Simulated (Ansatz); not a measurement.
HfO₂ (fluorite, space group No. 225), a = b = c = 5.059 Å, α = β = γ = 90.00°; the cell used has 3 atoms.

Relaxed with r²SCAN.

Question: Give the optical modes at the zone centre with their infrared and Raman activity from DFPT, r²SCAN in the plane-wave PAW code Ansatz.

Answer: Transverse frequencies, without the LO–TO term; a row sums one degenerate level.

| ω (cm⁻¹) | degeneracy | IR ((D/Å)²/amu) | Raman (Å⁴/amu) | activity | symmetry |
|---|---|---|---|---|---|
| 238 | 3 | 77.32 | 0 | IR | T1u |
| 593 | 3 | 0.00 | 41 | Raman | T2g |

Question: How high does the top mode go among those that the LO–TO term moves?

Answer: 634 cm⁻¹ for q along x.

Space group Fm-3m (fluorite). This is a known high-temperature phase of the composition, computed here at zero pressure and temperature. The r²SCAN relaxation kept the symmetry of its start. At this level the phase is dynamically unstable (imaginary phonons). The run is not spin-polarised. Scalar-relativistic: spin–orbit coupling is off unless named, which matters more the heavier the elements.

Potentials: the earlier of the program's two PAW sets.
